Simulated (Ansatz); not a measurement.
Cs: distorted cells

Computed with DFT PBEsol, scalar-relativistic, plane waves, PAW (Ansatz 0.2.0).

Cutoff 420 eV; k points 10×10×10 on the computed 1-atom cell (Γ-centred); Gaussian smearing, width 0.10 eV; no spin polarisation.

Reference cell:

```xyz
1
Lattice="-3.0225 3.0225 3.0225 3.0225 -3.0225 3.0225 3.0225 3.0225 -3.0225" Properties=species:S:1:pos:R:3 pbc="T T T"
Cs    0.0000    0.0000    0.0000
```

Each variant moves atoms of this cell by the vectors given, if any (Å), and then applies a symmetric strain (tensor components, Cartesian axes). The reference cell isn't relaxed at this level. Energies are per atom at zero smearing, counted from the lowest variant. Pressure is positive in compression.

1. strain (xx yy zz yz xz xy, %) 3.99 3.99 3.99 0.00 0.00 0.00
2. strain (xx yy zz yz xz xy, %) 4.19 4.19 4.19 0.00 0.00 0.00
3. strain (xx yy zz yz xz xy, %) 0.18 0.18 0.18 0.00 0.00 0.00

```
variant  ΔE (meV/atom) P (GPa) space group
      1           11.1    -0.22        Im-3m
      2           12.1    -0.23        Im-3m
      3            0.0    -0.04        Im-3m
```